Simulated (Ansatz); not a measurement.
TiB$_{2}$ (AlB2 type, space group P6/mmm)

```xyz
3
Lattice="3.0247 0.0000 0.0000 -1.5123 2.6195 0.0000 0.0000 0.0000 3.2226" Properties=species:S:1:pos:R:3 pbc="T T T"
Ti     0.0000     0.0000     0.0000
B      0.0000     1.7463     1.6113
B      1.5123     0.8732     1.6113
```

The volume is varied about the relaxed value V₀ at fixed cell shape. Symmetry pins the atoms to their sites.

All values below come from r2SCAN (plane waves to 500 eV, PAW, scalar-relativistic; Ansatz, a quantum-chemistry and plane-wave program). k mesh 19×19×15 (Γ-centred), Fermi-Dirac smearing 0.05 eV. E stands for the smeared free energy. Compression counts positive. With the shape held, the modulus is that of even scaling; a crystal free to change shape is softer. TiB2 is run without spin polarisation. TiB2 was relaxed with its symmetry unable to fall. The zero of ΔE is the relaxed starting cell. The last digit holds for this mesh only.

| V (Å³/atom) | ΔE (meV/atom) |
|---|---|
| 8.000 | 27.8 |
| 8.128 | 15.2 |
| 8.256 | 6.6 |
| 8.383 | 1.6 |
| 8.511 | 0.0 |
| 8.639 | 1.5 |
| 8.766 | 6.0 |
| 8.894 | 13.1 |
| 9.022 | withheld |

Fit a third-order Birch-Murnaghan form (E₀, V₀, B₀, B₀′ free) to the given rows and predict ΔE at V = 9.022.

Least squares on the 8 given rows: ΔE = E₀ + (9V₀B₀/16)·y²·[2 + (B₀′ − 4)y], y = (V₀/V)^(2/3) − 1, with V₀ = 8.511 Å³/atom, B₀ = 262.3 GPa (160.2 GPa = 1 eV/Å³; the term in eV is multiplied by 1000), B₀′ = 3.94, E₀ = 0.00 meV/atom; root-mean-square residual 0.02 meV/atom. At 9.022 the fit gives 22.8 meV/atom; the calculation gives 22.8 meV/atom, the same to the digits shown. For the pressure the fit gives -13.6 GPa against the computed -13.7 GPa.

(Under strain, the slope of the energy per volume gives the stress and its curvature an elastic modulus.)
